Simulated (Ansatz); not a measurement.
One stationary structure of BaTiO3. Space group R3m (No. 160). Level of theory: r2SCAN (plane waves to 500 eV, PAW, scalar-relativistic; Ansatz, an electronic-structure program).

```cif
data_BaO3Ti
_chemical_formula_sum 'Ba1 Ti1 O3'
_space_group_name_H-M_alt 'P 1'
_space_group_IT_number 1
_cell_length_a 4.02364
_cell_length_b 4.02364
_cell_length_c 4.02364
_cell_angle_alpha 89.794
_cell_angle_beta 89.794
_cell_angle_gamma 89.794
loop_
_space_group_symop_operation_xyz
  'x, y, z'
loop_
_atom_site_label
_atom_site_type_symbol
_atom_site_fract_x
_atom_site_fract_y
_atom_site_fract_z
_atom_site_occupancy
Ba1 Ba 0.47284 0.47284 0.47284 1
Ti1 Ti 0.95939 0.95939 0.95939 1
O1 O 0.49546 0.98586 0.98586 1
O2 O 0.98586 0.98586 0.49546 1
O3 O 0.98586 0.49546 0.98586 1
```

- Volume per atom = 13.03 Å³
- Density = 5.94 g/cm³
- Band gap = 2.87 eV, indirect (valence top at T, conduction bottom at Γ) (no spin-orbit coupling)
- Smallest direct gap = 3.29 eV at Γ
- Shortest distances = O–Ti 1.87 Å; Ba–O 2.78 Å; O–O 2.79 Å; Ba–Ti 3.40 Å
- k-mesh = 8×8×8

Band energies at high-symmetry points (eV from the VBM; labels of this space group; no spin-orbit coupling), from −5 eV up to 4.6 eV:

```
point                                                              energies
-----  --------------------------------------------------------------------
Γ      -2.23 -2.23 -2.22 -1.36 -1.36 -1.08 -0.55 -0.42 -0.42 2.87 2.87 3.02
T                      -4.32 -3.67 -3.67 -2.35 -2.35 -2.30 -0.02 -0.02 0.00
H2                     -4.32 -3.67 -3.67 -2.35 -2.35 -2.30 -0.02 -0.02 0.00
H0                     -4.32 -3.67 -3.67 -2.35 -2.35 -2.30 -0.02 -0.02 0.00
L      -3.90 -2.65 -2.63 -2.06 -2.03 -1.65 -1.54 -0.97 -0.85 3.01 4.15 4.27
S0          -4.15 -3.88 -3.67 -2.62 -2.61 -1.62 -0.88 -0.82 -0.06 4.24 4.25
S2          -4.15 -3.88 -3.67 -2.62 -2.61 -1.62 -0.88 -0.82 -0.06 4.24 4.25
F           -4.15 -3.88 -3.67 -2.62 -2.61 -1.62 -0.88 -0.82 -0.06 4.24 4.25
```

No spin polarisation in the result.

The run could not lose the symmetry of its start; a randomly shaken copy of 10 atoms returns to this structure.

The first start was generated by placing the elements on the sites of a structure type. A measured structure of BaTiO3 has the same space group, R3m (No. 160); the sites were not compared with it. Another known form has space group No. 99.
